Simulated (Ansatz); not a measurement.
KF (rock salt)

```yaml
crystal:
  lattice:
    - [0.00000, 5.42078, 5.42078]
    - [2.71039, 2.71039, 5.42078]
    - [2.71039, 2.71039, 0.00000]
  atoms:
    - { symbol: F, position: [0.00000, 0.00000, 0.00000] }
    - { symbol: F, position: [0.50000, 0.00000, 0.00000] }
    - { symbol: K, position: [0.00000, 0.50000, 0.50000] }
    - { symbol: K, position: [0.50000, 0.50000, 0.50000] }
```

A phonon eigenvector at X = (0.5, 0.5, 0.0) is frozen into this cell: atom i moves by Q times the vector below, so Q is the largest atomic displacement, in Å. The cell is held. (q is in reciprocal vectors of the primitive cell; the cell shown is doubled to hold the pattern.)

```tsv
atom	x	y	z
F1	0.000	0.000	1.000
F2	0.000	0.000	-1.000
K3	0.000	0.000	-0.030
K4	0.000	0.000	0.030
```

These are PBE (plane waves to 420 eV, PAW, scalar-relativistic; Ansatz, a program for electronic structure) values and carry that method's errors. k mesh 11×11×11 (Γ-centred), Fermi-Dirac smearing 0.05 eV. E stands for the smeared free energy. KF was relaxed with its symmetry unable to fall. ΔE is measured from the undisplaced structure.

| Q (Å) | ΔE (meV/cell) |
|---|---|
| -0.2800 | withheld |
| -0.2333 | 149.9 |
| -0.1867 | 93.9 |
| -0.1400 | 52.0 |
| -0.0933 | 22.8 |
| -0.0467 | 5.7 |
| 0.0000 | 0.0 |
| 0.0467 | 5.7 |
| 0.0933 | 22.8 |
| 0.1400 | 52.0 |
| 0.1867 | 93.9 |
| 0.2333 | 149.9 |
| 0.2800 | withheld |

Fit an even polynomial form (powers 2, 4) to the given rows and predict ΔE at Q = 0.2800.

Least squares on the 11 given rows: ΔE = (2592)·Q² + (2965)·Q⁴, in meV/cell with Q in Å; root-mean-square residual 0.04 meV/cell. At 0.2800 the fit gives 221.4 meV/cell; the calculation gives 221.6 meV/cell, so the extrapolation is off by -0.2 (-0.1 %). The quadratic term alone would give 203.2 meV/cell.

(For displaced atoms, the force is minus the slope of the energy, and its curvature is a force constant, which sets phonon frequencies.)
